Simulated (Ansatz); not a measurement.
Mg2Ge in space group Pn-3m (No. 224; Mg on 4c, Ge on 2a) under volume change, DFT-PBE in the program Ansatz with PAW potentials, scaled uniformly.

```csv
V (Å³/atom),E − E(relaxed) (meV/atom),P (GPa)
30.614,[?],[?]
31.623,10.4,1.75
32.632,2.4,0.80
33.642,0.0,-0.01
34.651,2.3,-0.70
35.660,8.6,-1.30
36.669,[?],[?]
```

Question: What belongs in the gaps?

Answer: 
- 36.669, E − E(relaxed) (meV/atom): 18.4
- 36.669, P (GPa): -1.81
- 30.614, E − E(relaxed) (meV/atom): 24.8
- 30.614, P (GPa): 2.85

Question: What does a third-order Birch–Murnaghan fit give for V₀, B₀ and B′?

Answer: V₀ = 33.63 Å³/atom, B₀ = 25.0 GPa, B′ = 4.1.

The cell is a constructed one: a structure type filled with these elements; neither database checked (COD, Materials Project) lists it. COD files the formula under space group No. 225, so this cell is another polymorph or a model. Its standing as an ambient phase is unchecked. The PBE relaxation kept the symmetry of its start; its stability against distortions is not shown here. Spin–orbit coupling is left out wherever it is not named.

Potentials: the later of the program's two PAW sets.
